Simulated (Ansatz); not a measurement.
**Pb (Fm-3m), clamped-ion strain scan**

Theory: DFT PBEsol, scalar-relativistic, plane waves, PAW (Ansatz 0.2.0). Cutoff 420 eV, Γ-centred 16×16×16 k-points, Gaussian smearing of 0.15 eV. Spin–orbit coupling is left out, which can shift energies with elements as heavy as these. No spin polarisation. Energies are free energies at this smearing, counted from the undisturbed cell; pressure is positive in compression.

Reference structure (as given, not relaxed at this level; it stands at -0.2 GPa):

```xyz
1
Lattice="0.0000 2.4698 2.4698 2.4698 0.0000 2.4698 2.4698 2.4698 0.0000" Properties=species:S:1:pos:R:3 pbc="T T T"
Pb    0.0000    0.0000    0.0000
```

The cell is strained by ε times the Voigt pattern (1, 0, 0, 0, 0, 0) (xx, yy, zz, yz, xz, xy; engineering shear) with fractional coordinates fixed. The cell is metallic on the mesh throughout.

(ε, ΔE (meV/atom)): (-0.0600, 19.9), (-0.0450, 10.6), (-0.0300, 4.1), (-0.0150, 0.6), (0.0000, 0.0), (0.0150, 1.9), (0.0300, 6.0), (0.0450, 12.1), (0.0525, 15.8), (0.0600, 19.9)